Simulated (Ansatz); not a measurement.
**Structure relaxation, Co$_{2}$Si**

The start is a relaxed Co2Si cell, doubled along one cell vector, shaken by Gaussian noise of σ = 0.08 Å a coordinate. A full variable-cell relaxation at zero pressure is run with r2SCAN (plane waves to 500 eV, PAW, scalar-relativistic; Ansatz, an electronic-structure program). The first steps use a coarse 8×5×11 k-mesh.

Input geometry:
```
CELL_PARAMETERS angstrom
     -1.28486     1.70513     3.64796
      2.56972    -3.41027     7.29592
      1.28486     1.70513    -3.64796
ATOMIC_POSITIONS crystal
  Si 0.00441 0.01065 0.04321
  Si 0.99408 0.50101 0.98806
  Co 0.68278 0.34215 0.04543
  Co 0.64354 0.83438 0.99954
  Co 0.32839 0.16339 0.98621
  Co 0.34473 0.67126 0.00913
```
Spin-polarised start, with parallel moments on Co.

### Question
What is the largest force in the starting geometry, and on which atom (counted from 1)?

### Answer
About 0.9 eV/Å, on Co3 (atoms numbered as listed).

### Question
By how much does the energy per atom fall from start to end?

### Answer
0.02 eV/atom.

### Question
Does it find its way back to the structure it was made from?

### Answer
It returns to the parent structure, Immm (No. 71).

### Question
How do the shortest distances between atoms change?

### Answer
The closest pairs of elements (up to four, under 3.6 Å), start → end: Co–Si 2.31 → 2.45 Å; Co–Co 2.32 → 2.39 Å; Si–Si 2.49 → 2.57 Å.

### Question
Is the relaxed structure metallic? Give its gap.

### Answer
Zero (metallic).

### Question
What magnetic moments remain?

### Answer
Net 0.79 μB/atom, ferromagnetic.

Final structure:

Space group Immm (No. 71); a = 2.5697 Å, b = 3.4107 Å, c = 7.2956 Å, α = β = γ = 90.00°

```
atom  site  symmetry       x       y       z
----  ----  --------  ------  ------  ------
Si      2b       mmm  0.5000  0.0000  0.0000
Co      4j       mm2  0.0000  0.5000  0.1639
```
(The calculation used a cell of 3 atoms; values per cell refer to that cell.)

Final values are on a 16×16×16 k-mesh of the relaxed cell. Spin state reached: ferromagnetic (net 0.79 μB/atom), from parallel starting moments; other spin orders were not run from this start. r2SCAN tends to overstate moments in metals.

The relaxed structure here is a generated cell of Co2Si: the first start was made by placing the elements on the sites of a structure type, and the end was not matched to a known phase here, so it may be hypothetical.
